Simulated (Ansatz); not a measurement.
Zn2SeS:
```xyz
4
Lattice="3.9088 0.0000 0.0000 0.0000 3.9088 0.0000 0.0000 0.0000 5.5249" Properties=species:S:1:pos:R:3 pbc="T T T"
Zn     1.9544     0.0000     4.2151
Zn     0.0000     1.9544     1.3098
Se     0.0000     0.0000     2.7624
S      1.9544     1.9544     0.0000
```

Relaxed with r²SCAN. Special points in fractions of this cell's reciprocal vectors: Γ (0.000, 0.000, 0.000); X (0.000, 0.500, 0.000); M (0.500, 0.500, 0.000); Z (0.000, 0.000, 0.500); R (0.000, 0.500, 0.500); A (0.500, 0.500, 0.500).

List the band energies nearest the valence-band maximum at these points for r²SCAN (plane waves, PAW; program Ansatz).

In eV from the valence-band maximum; about four levels below and three above (degenerate sets whole), none deeper than 8.9 eV; points with the same levels are listed once.

```
k                        below                above
-  ---------------------------  -------------------
Γ  -2.38 -2.38 -0.07 0.00 0.00       2.17 3.52 4.09
X      -2.66 -2.60 -1.35 -0.62       4.70 5.21 6.55
M      -2.54 -2.31 -2.31 -2.11  3.22 3.70 4.12 4.12
Z      -1.68 -1.68 -0.98 -0.98       4.38 4.45 4.85
R      -1.32 -1.00 -0.90 -0.56       3.24 3.51 6.89
A      -2.94 -2.87 -2.87 -2.73  5.85 5.92 6.26 6.26
```

Space group P-4m2. The first step of the workflow began from a Materials Project structure, measured or hypothetical; the Crystallography Open Database copy checked does not list it. Whether it is the stable phase at ambient conditions was not checked. The cell was relaxed with r²SCAN under the symmetry of its start; its stability against distortions is not shown here. Spin–orbit coupling is left out wherever it is not named.

Potentials: the later of the program's two PAW sets.
